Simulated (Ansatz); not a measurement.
**Ge: an elastic constant from a strain scan**

Theory: DFT PBEsol, scalar-relativistic, plane waves, PAW (Ansatz 0.2.0). Cutoff 420 eV, Γ-centred 14×14×14 k-points, Gaussian smearing of 0.15 eV. No spin polarisation. Energies are free energies at this smearing, counted from the undisturbed cell; pressure is positive in compression.

The starting cell (as given, not relaxed at this level; it stands at 0.7 GPa):

```
Ge
1.0
     0.00000    2.82877    2.82877
     2.82877    0.00000    2.82877
     2.82877    2.82877    0.00000
Ge
2
Direct
  0.50000 0.50000 0.50000
  0.75000 0.75000 0.75000
```

The cell is strained by ε times the Voigt pattern (0, 0, 0, 0, 0, 1) (xx, yy, zz, yz, xz, xy; engineering shear) with fractional coordinates fixed. The cell holds 2 atoms in V0 = 45.27 Å³. The stress column is τ = (1/V0) dE/dε, got from the stress tensor σ (compression positive) at each point as −det(1 + εP) σ : P(1 + εP)⁻¹, with P the pattern as a tensor.

| ε | ΔE (meV/atom) | τ (GPa) |
| --- | --- | --- |
| -0.0175 | 1.807 | -1.461 |
| -0.0150 | 1.327 | -1.252 |
| -0.0125 | 0.921 | -1.043 |
| -0.0100 | 0.590 | -0.834 |
| -0.0075 | 0.331 | -0.625 |
| -0.0050 | 0.147 | -0.417 |
| -0.0025 | 0.037 | -0.208 |
| 0.0000 | 0.000 | 0.000 |
| 0.0025 | 0.037 | 0.208 |
| 0.0050 | 0.147 | 0.417 |
| 0.0075 | 0.331 | 0.625 |
| 0.0100 | 0.590 | 0.834 |
| 0.0125 | 0.921 | 1.043 |
| 0.0150 | 1.327 | 1.252 |
| 0.0175 | 1.807 | 1.461 |
| 0.0200 | ? | ? |

Which combination of elastic constants does this scan measure, and how large is it?

For small ε, τ = τ0 + Kε with K = pᵀCp, which for this pattern is C44 in the cubic axes. The parabola through τ at ε = -0.0025, 0 and 0.0025 has slope K = 83 GPa at zero. The energies per cell, E = NΔE, of the wider pair ε = ±0.0175 give K = 2[E(ε₊)/ε₊ − E(ε₋)/ε₋]/[(ε₊ − ε₋)V0] = 84 GPa, in agreement. These are clamped-ion values.

Predict the withheld row at ε = 0.0200 from the harmonic law, and compare.

ΔE = V0(τ0 ε + Kε²/2)/N = 2.356 meV/atom and τ = 1.67 GPa. The calculation gives 2.359 meV/atom and 1.67 GPa, a miss of 0.01 meV/atom at most, so the harmonic law still holds here.

Forces appear on the atoms along this scan, and letting them relax would lower the energy and soften the response. In a metal these slopes depend on the k mesh and the smearing.